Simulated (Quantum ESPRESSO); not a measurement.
# Planted mistakes on one cell of Si3O4FN

These are calculations, not measurements. They come from pw.x of Quantum ESPRESSO 7.5, a plane-wave density functional program, with PseudoDojo standard norm-conserving files (v0.5 for PBE, v0.4.1 for LDA and PBEsol). The cells are made up: elements, strain and atom displacements were drawn at random, and nothing was relaxed. There is no spin polarisation, spin-orbit coupling or dispersion term.

The cell has 9 sites of a quartz lattice. Sites 1 to 3 hold Si Si Si; sites 4 to 9 hold O O F O O N. Cell vectors in Å: (4.885, -0.026, -0.059); (-2.465, 4.294, 0.049); (-0.065, 0.025, 5.364). Settings: PBE, cutoff 1143 eV, 5 x 5 x 4 k mesh shifted by half a step, Fermi-Dirac smearing of 0.025 eV.

The intended run has a self-consistency threshold of 1e-07 eV, a smearing term of 0.000 eV, a pressure of 14.99 GPa and 12 iterations. Each further run changes one thing: all lengths scaled by 0.9804; atoms of sites 5 and 6 exchanged; cutoff 683 eV; files of LDA; k mesh 1 x 1 x 1; one electron removed; smearing 0.31 eV; threshold 0.05 eV. A coarse mesh keeps the shift, and a charged cell sits in a uniform background.

```
run  change of free energy (eV)  smearing term -TS (eV)  change of P (GPa)  largest change of a force component (eV/Å)  iterations
  A                      -0.008                  -0.046               0.13                                       0.062          11
  B                      -0.170                   0.000               0.42                                       0.898          11
  C                      -4.898                  -0.015             -14.03                                       3.880          13
  D                       1.731                   0.000              -8.80                                       0.383          12
  E                       0.018                   0.000               0.95                                       0.130           5
  F                      -0.541                   0.000               0.75                                       7.100          12
  G                       3.758                   0.000             -26.79                                       0.060          12
  H                       0.884                   0.000              14.44                                       1.137          11
```

A rerun of the intended cell at 1437 eV and k mesh 7 x 7 x 6 moved values by no more than 0.003 eV in the cell's energy, 0.02 GPa in stress and 0.002 eV/Å in force.

Question: which change belongs to which run?

## Worked reading

Run E has the fewest iterations, as a run stopped early does. Run A has the largest smearing term, as wide smearing gives. Run G has a higher energy and the largest fall in pressure, as too small a basis gives. Run H changes the volume by a factor of 0.9423; minus its pressure change over the logarithm of that factor, 243 GPa, is a rough bulk modulus with clamped atoms. Energies from files of another functional, or of a charged cell, have another zero and say nothing on stability; the pressure of a charged cell rests on the program's zero of potential too.

## Key

| run | change |
| --- | --- |
| A | smearing 0.31 eV |
| B | k mesh 1 x 1 x 1 |
| C | one electron removed |
| D | files of LDA |
| E | threshold 0.05 eV |
| F | atoms of sites 5 and 6 exchanged |
| G | cutoff 683 eV |
| H | all lengths scaled by 0.9804 |